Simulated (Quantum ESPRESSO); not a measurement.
## Band energies of CdZnS2

```
CdZnS2
1.0
    3.93567     0.00000     0.00000
   -1.96784     3.40839     0.00000
    0.00000     0.00000     6.51847
S Zn Cd
2 1 1
Direct
  0.33333   0.66667   0.89199
  0.00000   0.00000   0.35401
  0.00000   0.00000   0.99906
  0.33333   0.66667   0.50692
```

PBEsol (pw.x of Quantum ESPRESSO, ONCV potentials, with spin-orbit coupling); path ΓMKΓALHA,LM,KH; energies in eV from the valence-band maximum.

```
k (1/Å)  point  band 52  band 53  band 54  band 55  band 56  band 57  band 58  band 59
-------  -----  -------  -------  -------  -------  -------  -------  -------  -------
0.00         Γ     0.00     1.31     1.31     2.86     2.86     5.97     5.97     6.15
0.46              -0.41     3.06     3.07     3.91     3.92     5.39     5.42     6.29
0.92         M    -0.82     3.37     3.37     3.89     3.89     4.79     4.79     6.65
1.05              -0.99     3.67     3.68     4.09     4.09     4.70     4.73     6.59
1.45         K    -1.90     3.99     4.05     5.22     5.25     5.37     5.40     6.96
1.67              -1.60     4.22     4.27     4.83     4.85     5.28     5.30     6.37
2.20              -0.26     2.55     2.56     3.84     3.85     5.43     5.44     6.28
2.52         Γ     0.00     1.31     1.31     2.86     2.86     5.97     5.97     6.15
2.76              -0.11     2.18     2.18     3.00     3.00     5.73     5.73     6.11
3.00         A    -0.26     2.65     2.65     3.35     3.35     5.34     5.34     6.21
3.31              -0.54     3.54     3.55     3.89     3.90     5.19     5.21     5.68
3.82              -1.26     3.04     3.04     3.43     3.43     4.71     4.71     5.60
3.92         L    -1.29     3.01     3.01     3.37     3.37     4.68     4.68     5.56
4.35              -1.36     4.00     4.02     4.19     4.24     5.59     5.66     5.99
4.45         H    -1.35     4.07     4.09     4.24     4.30     5.50     5.58     6.21
4.81              -1.44     3.78     3.79     4.42     4.46     5.34     5.36     6.04
5.25              -0.49     3.48     3.48     3.81     3.82     5.21     5.24     5.70
5.52         A    -0.26     2.65     2.65     3.35     3.35     5.34     5.34     6.21
5.52         L    -1.29     3.01     3.01     3.37     3.37     4.68     4.68     5.56
5.61              -1.22     2.94     2.94     3.51     3.52     4.74     4.75     5.63
6.00         M    -0.82     3.37     3.37     3.89     3.89     4.79     4.79     6.65
6.00         K    -1.90     3.99     4.05     5.22     5.25     5.37     5.40     6.96
6.48         H    -1.35     4.07     4.09     4.24     4.30     5.50     5.58     6.21
```

The PBEsol gap is direct, 1.31 eV at Γ.

Geometry relaxed with PBEsol.

The structure is a Materials Project entry; no match was found in the copy of COD used, and its stability was not checked.
